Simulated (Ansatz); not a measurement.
PbO:
```xyz
4
Lattice="4.0342 0.0000 0.0000 0.0000 4.0342 0.0000 0.0000 0.0000 4.9963" Properties=species:S:1:pos:R:3 pbc="T T T"
Pb     2.0171     0.0000     1.1873
Pb     0.0000     2.0171     3.8090
O      2.0171     2.0171     0.0000
O      0.0000     0.0000     0.0000
```

DFT-PBE+D3(BJ) in the program Ansatz with PAW potentials gives a gap of 1.27 eV without spin–orbit coupling, maximum on the M–Γ line, 83 % of the way from M, minimum at M.

Problem. What happens when spin–orbit coupling is switched on?

Solution. The gap shrinks by 0.04 eV, to 1.23 eV; maximum on the M–Γ line, 84 % of the way from M, minimum on the M–Γ line, 2 % of the way from M.

Space group P4/nmm. Symmetry was held in the PBE+D3(BJ) relaxation.

Potentials: the later of the program's two PAW sets.
